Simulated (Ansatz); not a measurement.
A geometry of Se away from equilibrium: step 3 of the relaxation of a relaxed Se cell, doubled along one cell vector, shaken by Gaussian noise of σ = 0.08 Å a coordinate. Level of theory: r2SCAN (plane waves to 500 eV, PAW, scalar-relativistic; Ansatz, an electronic-structure program). Γ-centred k-mesh 5×5×2 on the run's cell (coarser than for final values), Fermi–Dirac smearing 0.05 eV.

```yaml
crystal:
  lattice:
    - [5.47133, 0.03696, -0.04617]
    - [-2.70366, 4.75010, 0.01318]
    - [-0.09801, -0.02428, 11.56076]
  atoms:
    - { symbol: Se, position: [0.29954, 0.66510, 0.09130] }
    - { symbol: Se, position: [0.37821, 0.71001, 0.59182] }
    - { symbol: Se, position: [0.35260, 0.64479, 0.40681] }
    - { symbol: Se, position: [0.31056, 0.66103, 0.90490] }
    - { symbol: Se, position: [0.70479, 0.37118, 0.40697] }
    - { symbol: Se, position: [0.62729, 0.32726, 0.90547] }
    - { symbol: Se, position: [0.65474, 0.32764, 0.09192] }
    - { symbol: Se, position: [0.69279, 0.30849, 0.59199] }
```

Task: Give the Cartesian forces on all atoms (eV/Å).

Result: 
```csv
atom,Fx,Fy,Fz
Se1,-0.05,0.03,-0.02
Se2,0.00,0.18,0.16
Se3,0.07,-0.15,-0.16
Se4,0.08,-0.07,0.05
Se5,-0.07,0.14,-0.15
Se6,-0.10,0.08,0.03
Se7,0.04,-0.04,-0.06
Se8,0.04,-0.16,0.15
```

Task: What is the pressure?

Result: -0.1 GPa, compression positive.

No spin polarisation in the result. No dispersion correction is included, so spacings between layers, chains or molecules are soft and tend to come out too large.

The end of the path is a generated cell of Se: the first start was made by a random draw of sites in a space group, and the end was not matched to a known phase here, so it may be hypothetical. Known forms of Se include space group No. 152.
